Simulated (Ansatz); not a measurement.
**Computed properties of Hf2SnC**

Hf2SnC:
```
Hf2SnC
1.0
    3.33380     0.00000     0.00000
   -1.66690     2.88715     0.00000
    0.00000     0.00000    14.39399
Hf Sn C
4 2 2
Direct
  0.33333   0.66667   0.08500
  0.66667   0.33333   0.91500
  0.66667   0.33333   0.58500
  0.33333   0.66667   0.41500
  0.33333   0.66667   0.75000
  0.66667   0.33333   0.25000
  0.00000   0.00000   0.00000
  0.00000   0.00000   0.50000
```

Space group P6_3/mmc (No. 194); conventional cell a = 3.334 Å, b = 3.334 Å, c = 14.394 Å, α = 90.00°, β = 90.00°, γ = 120.00°.

Method: r²SCAN in the plane-wave PAW code Ansatz. Geometry: relaxed at this level of theory. Other levels are named where they apply.

### Cell and energy

```yaml
volume_per_atom: 17.32 Å³
density: 11.69 g/cm³
Formation energy from the elements (no fitted shifts): -0.83 eV/atom
```

### Electronic structure

```yaml
electronic_character: metallic (no gap)
Density of states at the Fermi level: 0.38 states/eV per atom (mean over ±0.08 eV)
Gap with spin–orbit coupling: none (metallic)
```

### Mechanics

```yaml
Bulk modulus (Birch–Murnaghan fit): 146 GPa
Pressure derivative B′: 4.4
Elastic constants (relaxed ions, GPa): C11 = 263, C12 = 71.7, C13 = 97.6, C33 = 272, C44 = 104
mechanical_stability: stable (all eigenvalues of C positive)
hill_bulk_and_shear_moduli: 148 and 95.7 GPa
Young's modulus: 236 GPa
Poisson's ratio: 0.23
debye_temperature_from_the_elastic_constants: 365 K
```

### Phonons

```yaml
highest_zone_centre_frequency: 582 cm⁻¹
zone_centre_stability: no imaginary mode at Γ
```

### Charges

```yaml
bader_charges: Hf +1.64, Sn -1.00, C -2.28 e
```

The first step of the workflow began from a Materials Project structure, measured or hypothetical; the Crystallography Open Database copy checked does not list it. Its standing as an ambient phase is unchecked. Symmetry was held in the r²SCAN relaxation. No spin polarisation was allowed. As this level gives no gap, shear constants depend on the k-mesh and smearing (Fermi–Dirac, 0.1 eV here). As this level gives no gap, phonon frequencies hold no LO–TO term and depend on the k-mesh and smearing (Fermi–Dirac, 0.1 eV here). On the denser mesh and wider smearing of the elastic run this cell carries a stress of 0.4 GPa. The references are the lowest solids computed at this level, not always the standard phases. Scalar-relativistic: spin–orbit coupling is off unless named, which matters more the heavier the elements.

Potentials: the later of the program's two PAW sets.
